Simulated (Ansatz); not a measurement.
Input file for Ansatz (a program for electronic structure):

Ansatz 0.2 input:
```yaml
crystal:
  lattice:
    - [0.0, 1.9953610968, 1.9953610968]
    - [1.9953610968, 0.0, 1.9953610968]
    - [1.9953610968, 1.9953610968, 0.0]
  atoms:
    - { symbol: Al, position: [0.0, 0.0, 0.0] }
kpoints:
  mp_grid: { grid: [37, 37, 37] }
hamiltonian:
  xc: r2scan
  pseudopotentials: { azcp: { folder: ./paw }, kind: paw }
scf:
  occupations: { method: fermi_dirac, width: 0.1 }
elastic: { mode: relaxed_ion, stencil: two_point, amplitude: 0.005, f_tol: 0.0005 }
```

Output (shortened):

```
Pseudopotential: Al, paw, valence charge 3
Functional definition: r2SCAN
Crystal: 1 atoms, lattice volume = 15.889 Å³
Basis set: ecut = 500 eV, 411 PW (Γ), exchange–correlation on 96×96×96 points (64 copies of the dense FFT grid, shifted against one another)
Bands: 6, of which v1, the nominal top of the filled ones, is band 2 counted from 1 (1 counted from 0)
Symmetry: 48 space group operations
Space group: Fm-3m (ITA 225), of the structure as read, at distance tolerance 2.5e-5 Å
k-points: 1330 of 50653
SCF iter   1: F=—  HF=-540.402947 eV  |F-HF|=—  |Δ(HF+E_count)|=         —  Δρ=2.58e-2  dr2=1.11e-1  dr2_τ=4.37e-3  ethr=3.10e-3  ⟨swp⟩=4.2  Hψ=67650  notcnv=0
preconditioner: auto → none
SCF iter   2: F=—  HF=-540.414169 eV  |F-HF|=—  |Δ(HF+E_count)|=   1.12e-2  Δρ=1.35e-2  dr2=3.03e-2  dr2_τ=1.21e-4  ethr=3.10e-3  ⟨swp⟩=2.0  Hψ=22381  notcnv=0  defer=315
SCF iter   3: F=—  HF=-540.419142 eV  |F-HF|=—  |Δ(HF+E_count)|=   4.97e-3  Δρ=6.44e-4  dr2=6.36e-5  dr2_τ=5.04e-7  ethr=1.01e-3  ⟨swp⟩=2.2  Hψ=13368  notcnv=0  defer=343
SCF iter   4: F=—  HF=-540.419133 eV  |F-HF|=—  |Δ(HF+E_count)|=   8.94e-6  Δρ=1.05e-4  dr2=9.54e-7  dr2_τ=3.61e-8  ethr=2.12e-6  ⟨swp⟩=1.8  Hψ=9030  notcnv=0  defer=343
SCF iter   5: F=—  HF=-540.419135 eV  |F-HF|=—  |Δ(HF+E_count)|=   1.56e-6  Δρ=1.66e-5  dr2=4.32e-8  dr2_τ=2.08e-10  ethr=3.18e-8  ⟨swp⟩=2.0  Hψ=9706  notcnv=0  defer=343
SCF iter   6: F=—  HF=-540.419135 eV  |F-HF|=—  |Δ(HF+E_count)|=   3.83e-9  Δρ=3.75e-6  dr2=2.36e-9  dr2_τ=1.05e-11  ethr=1.44e-9  ⟨swp⟩=1.0  Hψ=7640  notcnv=0  defer=343
SCF iter   7: F=—  HF=-540.419135 eV  |F-HF|=—  |Δ(HF+E_count)|=  1.90e-10  Δρ=1.11e-7  dr2=1.43e-12  dr2_τ=1.90e-14  ethr=7.86e-11  ⟨swp⟩=1.4  Hψ=8488  notcnv=0  defer=343
SCF iter   8: F=-540.419135 eV  HF=-540.419135 eV  |F-HF|=4.55e-13  |Δ(HF+E_count)|=  1.93e-12  Δρ=1.61e-8  dr2=3.87e-14  dr2_τ=2.65e-16  ethr=1.00e-12  ⟨swp⟩=5.2  Hψ=23132  notcnv=0
the search or the solves at the SCF's close seem to have found levels that the self-consistency loop had missed (the run counts 1) …
SCF 1 converged in 8 iterations: F = -540.419135 eV  dr2 = 3.87e-14
Crystal: 1 atoms, lattice volume = 15.889 Å³
iter 1 solved again at ethr=1.00e-12 eV; its pass at ethr=3.10e-3 eV (dr2=4.20e-14 eV) is discarded
SCF iter   1: F=—  HF=-540.419135 eV  |F-HF|=—  |Δ(HF+E_count)|=         —  Δρ=1.61e-8  dr2=3.87e-14  dr2_τ=2.65e-16  ethr=1.00e-12  ⟨swp⟩=1.0  Hψ=71549  notcnv=0
preconditioner: auto → none
SCF iter   2: F=-540.419135 eV  HF=-540.419135 eV  |F-HF|=0.00e0  |Δ(HF+E_count)|=    0.00e0  Δρ=7.95e-9  dr2=9.30e-15  dr2_τ=2.31e-17  ethr=1.00e-12  ⟨swp⟩=3.0  Hψ=16029  notcnv=0
SCF 2 converged in 2 iterations: F = -540.419135 eV  dr2 = 9.30e-15
Crystal: 1 atoms, lattice volume = 15.809 Å³
Symmetry: 16 space group operations
k-points: 3610 of 50653
iter 1 solved again at ethr=6.43e-8 eV; its pass at ethr=3.10e-3 eV (dr2=1.93e-6 eV) is discarded
SCF iter   1: F=—  HF=-540.418898 eV  |F-HF|=—  |Δ(HF+E_count)|=         —  Δρ=1.23e-4  dr2=2.07e-6  dr2_τ=2.03e-6  ethr=6.43e-8  ⟨swp⟩=2.1  Hψ=207178  notcnv=0  defer=45
preconditioner: auto → none
SCF iter   2: F=—  HF=-540.418897 eV  |F-HF|=—  |Δ(HF+E_count)|=   1.59e-6  Δρ=7.42e-5  dr2=8.05e-7  dr2_τ=6.87e-9  ethr=6.43e-8  ⟨swp⟩=2.0  Hψ=26312  notcnv=0  defer=45
SCF iter   3: F=—  HF=-540.418896 eV  |F-HF|=—  |Δ(HF+E_count)|=   3.81e-7  Δρ=1.32e-5  dr2=2.52e-8  dr2_τ=3.28e-10  ethr=2.68e-8  ⟨swp⟩=1.2  Hψ=21449  notcnv=0  defer=45
SCF iter   4: F=—  HF=-540.418896 eV  |F-HF|=—  |Δ(HF+E_count)|=   2.38e-9  Δρ=5.04e-6  dr2=3.53e-9  dr2_τ=2.00e-11  ethr=8.40e-10  ⟨swp⟩=1.0  Hψ=20785  notcnv=0  defer=45
SCF iter   5: F=—  HF=-540.418896 eV  |F-HF|=—  |Δ(HF+E_count)|=  5.24e-10  Δρ=3.15e-7  dr2=1.29e-11  dr2_τ=4.36e-14  ethr=1.18e-10  ⟨swp⟩=1.0  Hψ=20787  notcnv=0  defer=45
SCF iter   6: F=-540.418896 eV  HF=-540.418896 eV  |F-HF|=0.00e0  |Δ(HF+E_count)|=  1.93e-12  Δρ=2.43e-8  dr2=6.16e-14  dr2_τ=8.67e-16  ethr=1.00e-12  ⟨swp⟩=2.6  Hψ=66199  notcnv=0
SCF 3 converged in 6 iterations: F = -540.418896 eV  dr2 = 6.16e-14
Crystal: 1 atoms, lattice volume = 15.968 Å³
iter 1 solved again at ethr=3.80e-10 eV; its pass at ethr=3.10e-3 eV (dr2=1.14e-8 eV) is discarded
SCF iter   1: F=—  HF=-540.419021 eV  |F-HF|=—  |Δ(HF+E_count)|=         —  Δρ=1.09e-5  dr2=1.15e-8  dr2_τ=4.08e-10  ethr=3.80e-10  ⟨swp⟩=2.0  Hψ=206953  notcnv=0  defer=57
preconditioner: auto → none
SCF iter   2: F=—  HF=-540.419021 eV  |F-HF|=—  |Δ(HF+E_count)|=   1.46e-8  Δρ=5.40e-6  dr2=2.79e-9  dr2_τ=5.59e-11  ethr=3.80e-10  ⟨swp⟩=1.0  Hψ=20788  notcnv=0  defer=57
SCF iter   3: F=—  HF=-540.419021 eV  |F-HF|=—  |Δ(HF+E_count)|=   5.19e-9  Δρ=1.80e-7  dr2=4.08e-12  dr2_τ=8.96e-14  ethr=9.30e-11  ⟨swp⟩=1.0  Hψ=20789  notcnv=0  defer=57
SCF iter   4: F=—  HF=-540.419021 eV  |F-HF|=—  |Δ(HF+E_count)|=  2.96e-12  Δρ=7.93e-8  dr2=7.35e-13  dr2_τ=6.75e-15  ethr=1.00e-12  ⟨swp⟩=4.0  Hψ=48694  notcnv=0
SCF iter   5: F=-540.419021 eV  HF=-540.419021 eV  |F-HF|=0.00e0  |Δ(HF+E_count)|=  9.09e-13  Δρ=1.97e-9  dr2=4.46e-16  dr2_τ=5.42e-17  ethr=1.00e-12  ⟨swp⟩=2.0  Hψ=63610  notcnv=0
SCF 4 converged in 5 iterations: F = -540.419021 eV  dr2 = 4.46e-16
Crystal: 1 atoms, lattice volume = 15.889 Å³
Symmetry: 8 space group operations
k-points: 6859 of 50653
iter 1 solved again at ethr=3.71e-7 eV; its pass at ethr=3.10e-3 eV (dr2=1.11e-5 eV) is discarded
SCF iter   1: F=—  HF=-540.419080 eV  |F-HF|=—  |Δ(HF+E_count)|=         —  Δρ=2.37e-4  dr2=1.07e-5  dr2_τ=1.15e-7  ethr=3.71e-7  ⟨swp⟩=1.0  Hψ=383565  notcnv=0  defer=63
preconditioner: auto → none
SCF iter   2: F=—  HF=-540.419078 eV  |F-HF|=—  |Δ(HF+E_count)|=   2.19e-6  Δρ=1.00e-4  dr2=1.90e-6  dr2_τ=3.62e-10  ethr=3.57e-7  ⟨swp⟩=1.0  Hψ=39547  notcnv=0  defer=63
SCF iter   3: F=—  HF=-540.419078 eV  |F-HF|=—  |Δ(HF+E_count)|=   4.75e-7  Δρ=2.13e-6  dr2=3.17e-10  dr2_τ=3.44e-12  ethr=6.34e-8  ⟨swp⟩=1.0  Hψ=39547  notcnv=0  defer=63
SCF iter   4: F=—  HF=-540.419078 eV  |F-HF|=—  |Δ(HF+E_count)|=   1.73e-7  Δρ=3.87e-7  dr2=1.47e-11  dr2_τ=1.64e-13  ethr=1.06e-11  ⟨swp⟩=2.0  Hψ=50304  notcnv=0  defer=63
SCF iter   5: F=—  HF=-540.419078 eV  |F-HF|=—  |Δ(HF+E_count)|=  2.13e-11  Δρ=7.52e-8  dr2=4.28e-13  dr2_τ=2.12e-15  ethr=4.90e-13 (applied; sched 1.00e-12)  ⟨swp⟩=2.0  Hψ=50181  notcnv=0  defer=119
SCF iter   6: F=-540.419078 eV  HF=-540.419078 eV  |F-HF|=3.41e-13  |Δ(HF+E_count)|=  1.36e-12  Δρ=1.10e-8  dr2=6.19e-15  dr2_τ=5.97e-17  ethr=1.00e-12  ⟨swp⟩=3.9  Hψ=91706  notcnv=0
SCF 5 converged in 6 iterations: F = -540.419078 eV  dr2 = 6.19e-15
Crystal: 1 atoms, lattice volume = 15.889 Å³
iter 1 solved again at ethr=5.54e-11 eV; its pass at ethr=3.10e-3 eV (dr2=1.66e-9 eV) is discarded
SCF iter   1: F=—  HF=-540.419078 eV  |F-HF|=—  |Δ(HF+E_count)|=         —  Δρ=5.03e-6  dr2=1.62e-9  dr2_τ=4.61e-11  ethr=5.54e-11  ⟨swp⟩=1.7  Hψ=390530  notcnv=0  defer=118
preconditioner: auto → none
SCF iter   2: F=—  HF=-540.419078 eV  |F-HF|=—  |Δ(HF+E_count)|=   4.79e-9  Δρ=2.47e-6  dr2=3.71e-10  dr2_τ=2.00e-11  ethr=5.40e-11  ⟨swp⟩=1.0  Hψ=39547  notcnv=0  defer=118
SCF iter   3: F=—  HF=-540.419078 eV  |F-HF|=—  |Δ(HF+E_count)|=   1.69e-9  Δρ=7.91e-8  dr2=5.81e-13  dr2_τ=1.30e-14  ethr=1.24e-11  ⟨swp⟩=1.0  Hψ=39547  notcnv=0  defer=118
SCF iter   4: F=-540.419078 eV  HF=-540.419078 eV  |F-HF|=2.27e-13  |Δ(HF+E_count)|=  1.48e-12  Δρ=2.46e-8  dr2=6.67e-14  dr2_τ=4.21e-16  ethr=1.00e-12  ⟨swp⟩=4.0  Hψ=92076  notcnv=0
SCF 6 converged in 4 iterations: F = -540.419078 eV  dr2 = 6.67e-14
SCF converged after 2 iterations
Free energy (F): -540.419135 eV
Harris-Foulkes:  -540.419135 eV  (|F-HF|=0.00e0)
Internal energy: -540.407174 eV  (E = F + TS)
E sigma→0 (E₀):  -540.413155 eV
Entropy (-TS):   -0.011960 eV (-11.960 meV/atom)
Fermi energy:    8.370534 eV
--- Per-component energies (eV) ---
  E_band       = 10.619021
  E_kinetic    = 23.240694
  E_local      = 11.394034  (includes V_loc(G=0)·N_el)
  E_nonlocal   = 9.419221
  E_hartree    = 0.121515
  E_xc         = -35.187736
  E_vxc        = -31.607345  (∫ρ·V_xc dr)
  E_paw        = -474.889185  (= ΣΔE_a)
  E_vpaw       = -3.296864  (= ΣTr[D̂ρ^β])
  E_aug_tail   = 0.000000  (compensation charges beyond the density's cutoff)
  E_vtau       = 1.226251  (kinetic-family band-sum trace: ∫τ·v_τ [+ j·A + Jᵃ·Aᵃ] dr)
  E_ewald      = -74.445610
  E_core_change = -0.060108  (= ΣΔE_core)
  E_smearing   = -0.011960  (= −TS)
  E_closure    = 0.000000  (closes the sum)
  Σ components = -540.419135   (vs F -540.419135, Δ=0.00e0)
  [band-id]    e_kinetic+e_local+e_nonlocal+2·e_hartree+e_vxc+e_vpaw+e_augmentation_tail+e_vtau = 10.619021   (vs E_band 10.619021, Δ=-6.61e-9)
--- Forces (eV/Å), atoms counted from 1 ---
  atom   1  Al     0.00000000     0.00000000     0.00000000
  max |Σ_I F_I| component: 0.0 eV/Å
--- Stress (GPa, compression-positive) ---
        0.121262       0.000000       0.000000
        0.000000       0.121262       0.000000
        0.000000       0.000000       0.121262
  P = ⅓ Tr σ = 0.1213 GPa (1.213 kbar)
--- Band table (eV; the first three rows and the last of 1330) ---
  k-point 0: bands = ["-3.7432", "21.8407", "21.8407", "21.8407", "24.1304", "24.1304"]
  k-point 1: bands = ["-3.7217", "21.3755", "21.7757", "21.7757", "24.2298", "24.2298"]
  k-point 2: bands = ["-3.6569", "20.4008", "21.6086", "21.6086", "24.4992", "24.4992"]
  k-point 1329: bands = ["7.0958", "7.4946", "8.4332", "10.1589", "25.1070", "25.6870"]
--- Elastic constants: 2 strain directions × 2 members + reference (group order 48) ---
  dense FFT box of the reference and of every strained cell: 24×24×24
  strains applied: 11, 23; error gains: componentwise 1.00 (the most a stress slope's error grows in a printed constant), spectral 1.73 (1 for all six strains …
  C = ∂σ_k/∂η_j (tension-positive GPa; Voigt order 11 22 33 23 13 12):
       141.992     68.355     68.355      0.000      0.000      0.000
        68.355    141.992     68.355      0.000      0.000      0.000
        68.355     68.355    141.992      0.000      0.000      0.000
         0.000      0.000      0.000     45.772      0.000      0.000
         0.000      0.000      0.000      0.000     45.772      0.000
         0.000      0.000      0.000      0.000      0.000     45.772
  reference stress σ⁰ (GPa):     -0.121     -0.121     -0.121      0.000      0.000      0.000
  C* (energy form; C + prestress term) asymmetry max|C*_kj − C*_jk| = 2.842e-14 GPa — a small one proves nothing (zero by symmetry where the batch's group is …
  moduli (Voigt/Reuss/Hill, GPa): K = 92.90/92.90/92.90   G = 42.19/41.71/41.95   E = 109.39   ν = 0.304
  mechanically stable: yes (min eigenvalue of sym C = 45.77 GPa)
  where every solve meets its electron count the energy-path curvature estimates C_jj along a normal strain and C_jj − ¼(σ⁰_aa + σ⁰_bb) along a shear (ab), of …
  strain η (Voigt 11):  stress-route row diagonal C_11 = 141.99 GPa, energy-path curvature d²(F+E_count+ΔE)/dδ²/Ω₀ = 141.93 GPa
         δ    σ_11 (GPa)             F (eV)   n_scf  n_hpsi   n_pw
    -5.000e-3      -0.8442        -540.4188964       6  405878    415   relax 0 steps, max|allowed force component| 0.00e0 eV/Å
     5.000e-3       0.5757        -540.4190210       5  403978    420   relax 0 steps, max|allowed force component| 0.00e0 eV/Å
  strain η (Voigt 23):  stress-route row diagonal C_44 = 45.77 GPa, energy-path curvature d²(F+E_count+ΔE)/dδ²/Ω₀ = 45.78 GPa
         δ    σ_23 (GPa)             F (eV)   n_scf  n_hpsi   n_pw
    -5.000e-3      -0.2289        -540.4190779       6  736830    415   relax 0 steps, max|allowed force component| 0.00e0 eV/Å
     5.000e-3       0.2289        -540.4190779       4  643660    415   relax 0 steps, max|allowed force component| 0.00e0 eV/Å
```

Cost: roughly 3 core-minutes on shared cores.

Symmetry was held in the r²SCAN relaxation. As this level gives no gap, shear constants depend on the k-mesh and smearing (Fermi–Dirac, 0.1 eV here).

Potentials: the earlier of the program's two PAW sets.

Ansatz is a plane-wave DFT program.
